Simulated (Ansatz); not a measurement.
Ti₃Al in space group P6_3/mmc (No. 194; Ti on 6h, Al on 2c) under volume change, plane-wave PAW PBE (Ansatz code), shape and atoms relaxed at each volume.

| V (Å³/atom) | E − E(relaxed) (meV/atom) | P (GPa) |
|---|---|---|
| 15.189 | [?] | [?] |
| 15.690 | 23.6 | 7.94 |
| 16.191 | [?] | [?] |
| 16.692 | 0.0 | 0.00 |
| 17.192 | 5.1 | -3.20 |
| 17.693 | 19.6 | -5.97 |
| 18.194 | 42.1 | -8.38 |

### Question
Fill in the missing entries.

### Answer

- 16.191, E − E(relaxed) (meV/atom): 5.6
- 16.191, P (GPa): 3.69
- 15.189, E − E(relaxed) (meV/atom): 55.9
- 15.189, P (GPa): 12.84

### Question
What does a third-order Birch–Murnaghan fit give for V₀, B₀ and B′?

### Answer
V₀ = 16.69 Å³/atom, B₀ = 114 GPa, B′ = 3.7.

Symmetry was held in the PBE relaxation. No spin polarisation was allowed.

Potentials: the later of the program's two PAW sets.
